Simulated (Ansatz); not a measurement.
## What a change of settings does: ScB2

First run: DFT, LDA, PAW with Ansatz's default frozen-core files, scalar-relativistic (Ansatz 0.2.0).

Command: `ansatz run input.yaml --threads 1 --pin off --max-ram 3072MiB --backend cpu --events-out ev --progress --plain --runs-dir out` It took 4.6 s on 1 thread of Intel(R) Xeon(R) Platinum 8488C (Sapphire Rapids) (shared host), peak memory 0.45 GiB.

```yaml
crystal:
  lattice:
    - [3.15, 0.0, 0.0]
    - [-1.575, 2.7279800219, 0.0]
    - [0.0, 0.0, 3.52]
  atoms:
    - { symbol: Sc, position: [0.0, 0.0, 0.0] }
    - { symbol: B, position: [0.2533333333, 0.6266666667, 0.5] }
    - { symbol: B, position: [0.7466666667, 0.3733333333, 0.5] }
kpoints:
  mp_grid: { grid: [11, 11, 9] }
scf:
  occupations: { method: fermi_dirac, width: 0.05 }
hamiltonian:
  xc: lda
  pseudopotentials: { kind: paw }
output:
  forces: true
  stress: true
  eigenvalues: true
  efg: { contact_densities: true }
  populations: true
```

The cell is entry 1510831 of the Crystallography Open Database, unrelaxed.

This run: one bond, the shortest of the undistorted cell, set to 1.382 Å.

It converges in 6 SCF iterations at a pressure of 10.19 GPa, largest force 10.589 eV/Å, cutoff 420 eV.

The input is then changed:

```diff
 kpoints:
-  mp_grid: { grid: [11, 11, 9] }
+  mp_grid: { grid: [16, 16, 14] }
 scf:
```

Q: Predict the outcome of the changed run.

A: It converges in 6 SCF iterations at a pressure of 10.22 GPa, largest force 10.596 eV/Å, cutoff 420 eV, free energy +0.5 meV/atom against the first run's.
